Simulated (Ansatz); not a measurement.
CsCl:
```
CsCl
1.0
    4.20601     0.00000     0.00000
    0.00000     4.20601     0.00000
    0.00000     0.00000     4.20601
Cs Cl
1 1
Cartesian
  0.00000   0.00000   0.00000
  2.10300   2.10300   2.10300
```

PBE in the plane-wave PAW code Ansatz gives a gap of 5.01 eV without spin–orbit coupling, maximum at Γ, minimum at Γ.

Problem. What happens when spin–orbit coupling is switched on?

Solution. The gap drops by 0.06 eV, to 4.95 eV; maximum at Γ, minimum at Γ.

Problem. How large is the spin–orbit splitting of the valence top at Γ?

Solution. The fourfold level lies 0.18 eV above the split-off pair.

Problem. Give the electron effective mass with spin–orbit coupling.

Solution. 0.36 mₑ (isotropic).

Problem. Give the hole effective mass with spin–orbit coupling, band 1 of 2 at the edge.

Solution. 4.4 along [100], 3.6 along [110], 3.4 along [111] (mₑ).

Problem. Give the hole effective mass with spin–orbit coupling, band 2 of 2 at the edge.

Solution. 0.87 along [100], 0.91 along [110], 0.92 along [111] (mₑ).

Space group Pm-3m (CsCl type). The cell was relaxed with PBE under the symmetry of its start.

Potentials: the earlier of the program's two PAW sets.
